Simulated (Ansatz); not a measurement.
Space group C2/m (No. 12). a = 6.852 Å, b = 6.439 Å, c = 4.268 Å, α = 90.00°, β = 97.18°, γ = 90.00°
```tsv
atom	site	symmetry	x	y	z
H	4i	m	0.7537	0.5000	0.5245
H	8j	1	0.8568	0.6381	0.2238
C	4i	m	0.5797	0.5000	0.0805
C	4i	m	0.7708	0.5000	0.2719
```

Equation of state of this H3C2 structure (not necessarily the ground state), with shape and atoms relaxed at each volume where symmetry leaves them free. The calculation used DFT PBE+D3(BJ), scalar-relativistic, plane waves, PAW in Ansatz 0.2.0.

Plane waves to 420 eV, a k mesh through Γ of 6×6×6 on the computed 10-atom cell and Gaussian smearing (0.02 eV); no spin polarisation.

| V (Å³/atom) | E − E(largest V) (meV/atom) | P (GPa) | gap on mesh (eV) |
| --- | --- | --- | --- |
| 8.219 | 2.34 | 1.22 | 4.60 |
| 8.499 | 0.70 | 0.85 | 4.63 |
| 8.780 | -0.38 | 0.53 | 4.70 |
| 9.060 | -1.03 | 0.25 | 4.69 |
| 9.340 | -1.25 | 0.01 | 4.66 |
| 9.620 | -1.15 | -0.17 | 4.63 |
| 9.900 | -0.81 | -0.31 | 4.60 |
| 10.274 | 0.00 | -0.45 | 4.57 |

Task: Fit a third-order Birch–Murnaghan equation to E(V).

Result: V0 = 9.40 Å³/atom, B0 = 6 GPa, B0' = 5.1.

Cost: 8 runs of about 5.3 core-minutes in all, on Intel Xeon Platinum 8488C (Sapphire Rapids) (shared hosts).